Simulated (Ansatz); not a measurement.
**Counting bonds and constraints in disordered B2O3**

A cell of 15 atoms, a random packing after short dynamics, relaxed. These are results of DFT PBE, scalar-relativistic, plane waves, PAW in Ansatz 0.2.0, not measurements.

Plane waves to 420 eV, a k mesh through Γ of 3×3×4 on the computed 15-atom cell and Gaussian smearing (0.02 eV); no spin polarisation.

```xyz
15
Lattice="7.0877 0.5507 1.1363 0.5443 6.4509 -0.0235 1.1073 -0.0118 5.5675" Properties=species:S:1:pos:R:3 pbc="T T T"
B     3.4378    3.1376    3.1983
B     1.1716    4.0829    2.7852
B     6.3078    5.9569    3.5120
B     5.0286    1.7050    4.5458
B     6.5781    3.8440    2.4207
B     4.8550    2.4930    1.1971
O     3.7190    2.7995    1.8982
O     6.1222    2.8536    1.5986
O     4.2172    2.7827    4.2783
O     5.8407    4.9986    2.6236
O     7.5126    5.7768    4.1612
O     0.7035    3.1132    1.9151
O     2.3367    3.9140    3.4732
O     5.8801    1.7460    5.6092
O     4.9793    0.6131    3.7053
```

Pairs within 1.2 times the summed covalent radii count as bonded, except two cations (other than C and H) that share an anion, which edge-sharing polyhedra bring close without a bond.

Problem. Compare coordinations with the usual valences, and count constraints.

Solution.
```csv
element,usual valence,atoms × bonds found
B,3,6×3
O,2,9×2
```

15 of 15 atoms have their usual valence (8 − N for groups 14 to 17, three for boron, one for hydrogen), 0 have more bonds and 0 fewer. The mean coordination is 2.40 against 2.40 by the rule. 0 % of the bonds join like atoms. Each atom with r bonds brings r/2 stretching and 2r − 3 bending constraints (no bending for r = 1): 3.00 per atom against 3 degrees of freedom, so by Maxwell counting the network is near isostatic, the range where glasses form most easily. The angle at bridging O is soft; without those 9 constraints 2.40 remain, fewer than needed.

Cost: 6 runs of about 16 core-minutes in all (earlier runs that led there not counted), on Arm Neoverse V1 (shared hosts).